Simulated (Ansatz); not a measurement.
**Band table of SnTe (rocksalt type)**

```
CELL_PARAMETERS angstrom
0.00000 2.57541 2.57541
2.57541 0.00000 2.57541
2.57541 2.57541 0.00000
ATOMIC_POSITIONS crystal
Sn 0.00000 0.00000 0.00000
Te 0.50000 0.50000 0.50000
```

The cell comes from a relaxation on PAW files under the same functional, begun from a prototype that needn't be the stable phase.

Level of theory: DFT with PBEsol, scalar-relativistic, in Ansatz 0.2.0; a Γ-centred 11×11×11 k mesh, Fermi–Dirac smearing of 0.08 eV, no spin polarisation. LAPW: all electrons, basis error target 1 meV/atom.

This run: volume at 0.55 of the series' base cell.

Spin–orbit coupling is left out, which matters for the heavy atoms.

Path points, in fractions of the reciprocal vectors: Γ (0.000, 0.000, 0.000), X (0.500, 0.000, 0.500), U (0.625, 0.250, 0.625), K (0.375, 0.375, 0.750), L (0.500, 0.500, 0.500), W (0.500, 0.250, 0.750). The distance column jumps between branches of the path. Levels in eV from the Fermi level; bands 14 to 26, counted from the lowest band of the run. The gap is zero, the pressure 107.9 GPa.

```
# k(1/Å) point b14 b15 b16 b17 b18 b19 b20 b21 b22 b23 b24 b25 b26
0.000 Γ -23.00 -23.00 -22.95 -22.95 -22.95 -18.88 -3.69 -3.69 -3.69 -0.18 3.88 3.88 3.88
0.152 - -23.01 -23.00 -22.95 -22.95 -22.95 -18.79 -4.16 -3.89 -3.89 0.52 2.96 3.39 4.01
0.305 - -23.05 -22.99 -22.96 -22.94 -22.94 -18.52 -5.05 -4.41 -4.41 1.03 2.03 2.23 4.38
0.457 - -23.11 -22.99 -22.97 -22.92 -22.92 -18.05 -5.94 -5.08 -5.08 -1.18 1.25 4.11 4.95
0.610 - -23.18 -22.98 -22.98 -22.90 -22.90 -17.39 -6.76 -5.75 -5.75 -3.29 0.62 5.70 5.70
0.762 - -23.25 -22.99 -22.97 -22.88 -22.88 -16.53 -7.66 -6.35 -6.35 -5.04 0.14 6.58 6.58
0.915 - -23.31 -23.00 -22.96 -22.85 -22.85 -15.52 -8.86 -6.81 -6.81 -6.14 -0.21 7.52 7.52
1.067 - -23.35 -23.00 -22.96 -22.84 -22.84 -14.47 -10.19 -7.10 -7.10 -6.64 -0.42 8.33 8.33
1.220 X -23.37 -23.00 -22.95 -22.83 -22.83 -13.87 -10.90 -7.19 -7.19 -6.78 -0.48 8.68 8.68
1.274 - -23.36 -23.00 -22.96 -22.83 -22.83 -13.87 -10.88 -7.57 -7.18 -6.42 -0.44 8.58 8.64
1.328 - -23.36 -23.00 -22.96 -22.84 -22.83 -13.86 -10.85 -8.10 -7.13 -5.94 -0.29 8.29 8.51
1.382 - -23.35 -23.00 -22.97 -22.84 -22.84 -13.84 -10.79 -8.64 -7.05 -5.48 -0.05 7.88 8.31
1.435 - -23.34 -22.99 -22.98 -22.84 -22.84 -13.81 -10.70 -9.16 -6.94 -5.05 0.29 7.39 8.05
1.489 - -23.33 -22.99 -22.99 -22.85 -22.84 -13.79 -10.59 -9.67 -6.80 -4.67 0.72 6.86 7.75
1.543 - -23.32 -23.00 -22.98 -22.86 -22.84 -13.78 -10.46 -10.13 -6.63 -4.32 1.24 6.31 7.43
1.597 - -23.30 -23.02 -22.98 -22.87 -22.85 -13.79 -10.55 -10.30 -6.43 -4.00 1.82 5.75 7.09
1.651 U -23.28 -23.03 -22.97 -22.87 -22.85 -13.84 -10.89 -10.12 -6.21 -3.71 2.47 5.18 6.75
2.398 K -23.28 -23.03 -22.97 -22.87 -22.85 -13.84 -10.89 -10.12 -6.21 -3.71 2.47 5.18 6.75
2.560 - -23.23 -23.07 -22.94 -22.90 -22.86 -14.38 -11.29 -9.46 -5.38 -2.90 3.52 4.41 6.05
2.722 - -23.17 -23.10 -22.92 -22.92 -22.88 -15.35 -10.88 -8.63 -4.37 -2.06 2.00 4.38 4.96
2.883 - -23.12 -23.11 -22.94 -22.91 -22.90 -16.37 -10.03 -7.66 -3.29 -1.11 0.76 3.63 3.94
3.045 - -23.10 -23.07 -22.95 -22.91 -22.91 -17.26 -8.89 -6.60 -2.52 -0.01 0.19 2.94 3.15
3.207 - -23.07 -23.04 -22.95 -22.93 -22.92 -17.97 -7.52 -5.54 -2.66 0.89 1.20 2.32 2.67
3.369 - -23.04 -23.02 -22.95 -22.94 -22.93 -18.48 -6.01 -4.59 -3.17 1.47 2.30 2.60 2.63
3.530 - -23.01 -23.00 -22.95 -22.95 -22.94 -18.78 -4.51 -3.92 -3.55 0.50 3.05 3.74 3.81
3.692 Γ -23.00 -23.00 -22.95 -22.95 -22.95 -18.88 -3.69 -3.69 -3.69 -0.18 3.88 3.88 3.88
3.824 - -23.01 -23.01 -22.95 -22.95 -22.95 -18.82 -4.34 -3.68 -3.68 0.29 3.22 3.89 3.89
3.956 - -23.02 -23.02 -22.95 -22.94 -22.94 -18.61 -5.69 -3.65 -3.65 0.88 3.01 3.27 3.27
4.088 - -23.04 -23.04 -22.95 -22.93 -22.93 -18.28 -7.19 -3.59 -3.59 0.81 2.34 2.34 3.21
4.220 - -23.06 -23.06 -22.96 -22.92 -22.92 -17.81 -8.70 -3.49 -3.49 0.47 1.43 1.43 2.84
4.352 - -23.09 -23.09 -22.96 -22.90 -22.90 -17.22 -10.13 -3.35 -3.35 0.15 0.62 0.62 2.44
4.484 - -23.11 -23.11 -22.97 -22.89 -22.89 -16.54 -11.42 -3.17 -3.17 -0.10 -0.06 -0.06 2.14
4.616 - -23.12 -23.12 -22.97 -22.88 -22.88 -15.87 -12.48 -2.99 -2.99 -0.54 -0.54 -0.26 1.95
4.748 L -23.13 -23.13 -22.97 -22.88 -22.88 -15.51 -12.96 -2.92 -2.92 -0.72 -0.72 -0.31 1.89
4.856 - -23.13 -23.13 -22.97 -22.88 -22.88 -15.46 -12.91 -3.55 -3.24 -0.80 -0.56 0.27 2.40
4.964 - -23.15 -23.12 -22.96 -22.89 -22.88 -15.31 -12.78 -4.67 -4.06 -0.84 -0.40 1.56 3.55
5.072 - -23.17 -23.10 -22.96 -22.90 -22.87 -15.07 -12.54 -5.82 -5.08 -0.75 -0.17 3.01 4.96
5.180 - -23.20 -23.09 -22.95 -22.91 -22.86 -14.75 -12.22 -6.90 -6.14 -0.57 0.12 4.39 6.00
5.287 - -23.22 -23.08 -22.94 -22.92 -22.85 -14.38 -11.81 -7.86 -7.17 -0.34 0.47 4.98 5.17
5.395 - -23.25 -23.06 -22.93 -22.92 -22.84 -14.01 -11.30 -8.67 -8.12 -0.09 0.85 4.50 4.58
5.503 - -23.26 -23.06 -22.93 -22.93 -22.84 -13.70 -10.74 -9.23 -8.96 0.11 1.19 4.05 4.09
5.611 W -23.27 -23.05 -22.93 -22.93 -22.83 -13.58 -10.36 -9.44 -9.44 0.18 1.34 3.89 3.89
5.687 - -23.27 -23.05 -22.95 -22.91 -22.83 -13.59 -10.30 -9.76 -9.09 -0.50 2.05 3.04 4.77
5.763 - -23.29 -23.03 -22.96 -22.90 -22.83 -13.63 -10.11 -10.05 -8.74 -1.52 2.25 3.15 5.70
5.840 - -23.30 -23.02 -22.97 -22.88 -22.83 -13.68 -10.30 -9.81 -8.37 -2.54 1.52 4.30 6.64
5.916 - -23.32 -23.00 -22.98 -22.86 -22.83 -13.74 -10.51 -9.41 -8.02 -3.53 0.87 5.45 7.60
5.992 - -23.34 -22.99 -22.98 -22.85 -22.83 -13.80 -10.68 -8.93 -7.70 -4.47 0.32 6.57 8.55
6.068 - -23.35 -23.00 -22.97 -22.84 -22.83 -13.84 -10.80 -8.36 -7.43 -5.36 -0.11 7.58 8.82
6.145 - -23.36 -23.00 -22.96 -22.84 -22.83 -13.86 -10.87 -7.73 -7.26 -6.18 -0.39 8.37 8.72
6.221 X -23.37 -23.00 -22.95 -22.83 -22.83 -13.87 -10.90 -7.19 -7.19 -6.78 -0.48 8.68 8.68
```
